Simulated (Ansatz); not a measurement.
Input:

Mg:
```yaml
crystal:
  lattice:
    - [3.18929, 0.00000, 0.00000]
    - [-1.59465, 2.76201, 0.00000]
    - [0.00000, 0.00000, 5.10859]
  atoms:
    - { symbol: Mg, position: [0.33333, 0.66667, 0.75000] }
    - { symbol: Mg, position: [0.66667, 0.33333, 0.25000] }
```

This is the PBEsol-relaxed structure. Cartesian axes are those of the cell as given.

All from PBEsol in the plane-wave PAW code Ansatz, unless another level is named. Predict the Young's modulus.

50.9 GPa.

Predict the elastic constants (relaxed ions, GPa).

C11 = 63.4, C12 = 26.2, C13 = 21.6, C33 = 72.0, C44 = 19.4.

Space group P6_3/mmc (hcp (Mg type)). Symmetry was held in the PBEsol relaxation. As this level gives no gap, shear constants depend on the k-mesh and smearing (Fermi–Dirac, 0.1 eV here). On the denser mesh and wider smearing of the elastic run this cell carries a stress of 0.5 GPa.

Potentials: the later of the program's two PAW sets.
